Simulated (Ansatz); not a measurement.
K:
```
CELL_PARAMETERS angstrom
     -2.58044     2.58044     2.58044
      2.58044    -2.58044     2.58044
      2.58044     2.58044    -2.58044
ATOMIC_POSITIONS crystal
  K  0.00000 0.00000 0.00000
```

Relaxed with PBE+D3(BJ). Special points in fractions of this cell's reciprocal vectors: Γ (0.000, 0.000, 0.000); H (0.500, -0.500, 0.500); N (0.000, 0.000, 0.500); P (0.250, 0.250, 0.250).

Question: List the band energies nearest the Fermi level at these points for the program Ansatz at the PBE+D3(BJ) level (PAW).

Answer: In eV from the Fermi level; about four levels below and three above (degenerate sets whole), none deeper than 8.9 eV; points with the same levels are listed once.

| k | below | above |
|---|---|---|
| Γ | -2.28 | 4.32 4.32 4.32 |
| H | – | 1.61 1.61 3.63 3.63 3.63 |
| N | – | 0.41 0.69 3.16 |
| P | – | 1.47 1.47 1.47 |

Space group Im-3m (bcc (W type)). The PBE+D3(BJ) relaxation kept the symmetry of its start. The pairwise dispersion correction was not fitted to metals.

Potentials: the earlier of the program's two PAW sets.
